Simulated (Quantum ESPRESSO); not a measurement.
AuRh5NbHf, input and log of a self-consistent run

A calculation, not a measurement. The program is pw.x of Quantum ESPRESSO 7.5 (plane-wave density functional theory). The cell is made up: eight metal atoms on a face-centred cubic lattice, with elements, volume, strain and displacements drawn at random and not relaxed, so it may be unstable or far from any real phase. PseudoDojo standard norm-conserving files set the functional (PBE unless stated); there is no spin polarisation or spin-orbit coupling, the Fermi-Dirac width of 0.25 eV means electrons at about 2900 K, and the masses in the input are unused placeholders. Heavy elements are run without spin-orbit coupling, which real alloys of them have. A spin test at this wide smearing found no moment, but such smearing suppresses magnetism that the real alloy may have.

Input:

```
&control calculation='scf', pseudo_dir='./dojo.nc.sr.pbe.v0_5.standard.upf', outdir='./o', disk_io='minimal', tprnfor=.true., tstress=.true. /
&system ibrav=0, nat=8, ntyp=4, nbnd=82, ecutwfc=87.97787729, nosym=.true., tot_charge=0,
 occupations='smearing', smearing='fd', degauss=0.0183746611
/
&electrons conv_thr=1.470e-08, electron_maxstep=70, mixing_beta=0.5 /
ATOMIC_SPECIES
Au 1.0 Au.upf
Hf 1.0 Hf.upf
Nb 1.0 Nb.upf
Rh 1.0 Rh.upf
CELL_PARAMETERS angstrom
1.9548 3.9097 1.9548
1.9548 -3.9097 1.9548
3.9097 0.0 -3.9097
ATOMIC_POSITIONS angstrom
Au 0.0501 0.0356 -0.0233
Rh 1.925 -0.0931 -1.954
Rh 2.0743 -1.8892 0.049
Nb 3.8884 -1.8485 -2.0642
Rh 1.8576 1.9469 0.1116
Rh 3.838 1.946 -1.9713
Rh 1.875 0.0262 1.9301
Hf 3.9222 -0.0334 -0.0866
K_POINTS automatic
5 5 4 1 1 1
```

The log is shortened where brackets say so; the opening notice, blank lines, dates and the lines on written files are dropped, and the path of the files is cut. It prints rydbergs, bohrs and kilobars, and counts compression as positive stress. Its total energy is the free energy E - TS of the whole cell.

```
     Program PWSCF v.7.5
     Parallel version (MPI & OpenMP), running on       4 processor cores
     Number of MPI processes:                 4
     Threads/MPI process:                     1
     [start-up lines left out]
     bravais-lattice index     =            0
     lattice parameter (alat)  =       9.0487  a.u.
     unit-cell volume          =     806.5769 (a.u.)^3
     number of atoms/cell      =            8
     number of atomic types    =            4
     number of electrons       =       129.00
     number of Kohn-Sham states=           82
     kinetic-energy cutoff     =      87.9779  Ry
     charge density cutoff     =     351.9115  Ry
     scf convergence threshold =      1.5E-08
     mixing beta               =       0.5000
     number of iterations used =            8  plain     mixing
     Exchange-correlation= PBE
                           (   1   4   3   4   0   0   0)
     [axes and pseudopotential details left out]
   Cartesian axes
     site n.     atom                  positions (alat units)
         1        Au     tau(   1) = (   0.0104629   0.0074347  -0.0048660  )
         2        Rh     tau(   2) = (   0.4020179  -0.0194430  -0.4080743  )
         3        Rh     tau(   3) = (   0.4331978  -0.3945414   0.0102332  )
         4        Nb     tau(   4) = (   0.8120552  -0.3860416  -0.4310885  )
         5        Rh     tau(   5) = (   0.3879420   0.4065915   0.0233066  )
         6        Rh     tau(   6) = (   0.8015297   0.4064035  -0.4116872  )
         7        Rh     tau(   7) = (   0.3915759   0.0054716   0.4030830  )
         8        Hf     tau(   8) = (   0.8191140  -0.0069753  -0.0180856  )
     number of k points=    50  Fermi-Dirac smearing, width (Ry)=  0.0184
                       cart. coord. in units 2pi/alat
        k(    1) = (   0.1990225   0.0000000   0.0459307), wk =   0.0400000
        k(    2) = (   0.3521143   0.0000000  -0.1071611), wk =   0.0400000
     [further k points left out]
     Dense  grid:    89833 G-vectors     FFT dimensions: (  60,  60,  64)
     Estimated max dynamical RAM per process >     358.73 MB
     Estimated total dynamical RAM >       1.34 GB
     Initial potential from superposition of free atoms
     starting charge     128.9926, renormalised to     129.0000
     Starting wfcs are   80 randomized atomic wfcs +    2 random wfcs
     total cpu time spent up to now is        8.5 secs
     per-process dynamical memory:   272.1 Mb
     Self-consistent Calculation
     iteration #  1     ecut=    87.98 Ry     beta= 0.50
     Davidson diagonalization with overlap
     ethr =  1.00E-02,  avg # of iterations =  3.0
     total cpu time spent up to now is       30.4 secs
     total energy              =   -1705.96414289 Ry
     estimated scf accuracy    <       1.93317981 Ry
     iteration #  2     ecut=    87.98 Ry     beta= 0.50
     Davidson diagonalization with overlap
     ethr =  1.50E-03,  avg # of iterations =  2.5
     total cpu time spent up to now is       52.6 secs
     total energy              =   -1706.15655107 Ry
     estimated scf accuracy    <       5.27103174 Ry
     iteration #  3     ecut=    87.98 Ry     beta= 0.50
     Davidson diagonalization with overlap
     ethr =  1.50E-03,  avg # of iterations =  2.0
     total cpu time spent up to now is       73.3 secs
     total energy              =   -1706.47859098 Ry
     estimated scf accuracy    <       4.24138540 Ry
     iteration #  4     ecut=    87.98 Ry     beta= 0.50
     Davidson diagonalization with overlap
     ethr =  1.50E-03,  avg # of iterations =  1.0
     total cpu time spent up to now is       90.9 secs
     total energy              =   -1706.84129406 Ry
     estimated scf accuracy    <       0.25928702 Ry
     iteration #  5     ecut=    87.98 Ry     beta= 0.50
     Davidson diagonalization with overlap
     ethr =  2.01E-04,  avg # of iterations =  2.0
     total cpu time spent up to now is      110.0 secs
     total energy              =   -1706.84612781 Ry
     estimated scf accuracy    <       0.18644584 Ry
     [iterations 6 to 13 left out]
     iteration # 14     ecut=    87.98 Ry     beta= 0.50
     Davidson diagonalization with overlap
     ethr =  4.06E-09,  avg # of iterations =  1.2
     total cpu time spent up to now is      281.9 secs
     total energy              =   -1706.86836664 Ry
     estimated scf accuracy    <       0.00000051 Ry
     iteration # 15     ecut=    87.98 Ry     beta= 0.50
     Davidson diagonalization with overlap
     ethr =  3.93E-10,  avg # of iterations =  2.0
     total cpu time spent up to now is      300.5 secs
     total energy              =   -1706.86836670 Ry
     estimated scf accuracy    <       0.00000015 Ry
     iteration # 16     ecut=    87.98 Ry     beta= 0.50
     Davidson diagonalization with overlap
     ethr =  1.17E-10,  avg # of iterations =  1.0
     total cpu time spent up to now is      317.8 secs
     total energy              =   -1706.86836671 Ry
     estimated scf accuracy    <       0.00000004 Ry
     iteration # 17     ecut=    87.98 Ry     beta= 0.50
     Davidson diagonalization with overlap
     ethr =  2.86E-11,  avg # of iterations =  2.0
     total cpu time spent up to now is      338.5 secs
     total energy              =   -1706.86836671 Ry
     estimated scf accuracy    <       0.00000004 Ry
     iteration # 18     ecut=    87.98 Ry     beta= 0.50
     Davidson diagonalization with overlap
     ethr =  2.86E-11,  avg # of iterations =  1.0
     total cpu time spent up to now is      356.6 secs
     End of self-consistent calculation
     [lines on levels left out]
!    total energy              =   -1706.86836672 Ry
     estimated scf accuracy    <          2.0E-09 Ry
     smearing contrib. (-TS)   =      -0.11373817 Ry
     internal energy E=F+TS    =   -1706.75462855 Ry
     The total energy is F=E-TS. E is the sum of the following terms:
     one-electron contribution =    -406.03214532 Ry
     hartree contribution      =     291.61675030 Ry
     xc contribution           =    -296.52930226 Ry
     ewald contribution        =   -1295.80993127 Ry
     convergence has been achieved in  18 iterations
     Forces acting on atoms (cartesian axes, Ry/au):
     atom    1 type  1   force =    -0.04944238   -0.00260064   -0.02154669
     atom    2 type  4   force =     0.00066098    0.03638391   -0.01493270
     atom    3 type  4   force =    -0.00969496   -0.03901081   -0.04462179
     atom    4 type  3   force =     0.02367291   -0.06679497   -0.01629667
     atom    5 type  4   force =     0.05155197    0.01719199   -0.03638893
     atom    6 type  4   force =    -0.00394724    0.00083099    0.00237075
     atom    7 type  4   force =     0.02502800    0.00908327    0.03691721
     atom    8 type  2   force =    -0.03782928    0.04491626    0.09449882
     Total force =     0.179184     Total SCF correction =     0.000157
     Computing stress (Cartesian axis) and pressure
          total   stress  (Ry/bohr**3)                   (kbar)     P=      155.64
   0.00084494   0.00011242  -0.00005432          124.30       16.54       -7.99
   0.00011242   0.00128835   0.00004000           16.54      189.52        5.88
  -0.00005432   0.00004000   0.00104067           -7.99        5.88      153.09
     init_run     :      7.99s CPU      8.31s WALL (       1 calls)
     electrons    :    340.37s CPU    348.12s WALL (       1 calls)
     forces       :      2.78s CPU      2.78s WALL (       1 calls)
     stress       :     10.28s CPU     10.34s WALL (       1 calls)
     [timing details left out]
     PWSCF        :   6m 1.69s CPU   6m 9.86s WALL
     JOB DONE.
```

In other units: free energy -23223.127 eV for the cell, pressure 15.56 GPa, largest force component 2.430 eV/Å in size. The run took 372 s of wall time with four MPI processes on a shared machine (Intel Xeon, older, virtual cores), so the time is rough. A rerun of this cell at a higher cutoff and on a denser mesh moved values by no more than 0.008 eV in energy, 0.14 GPa in stress and 0.015 eV/Å in force, and a second program with other atomic files agreed on that cell to 2 % rms in force and 0.5 GPa in pressure.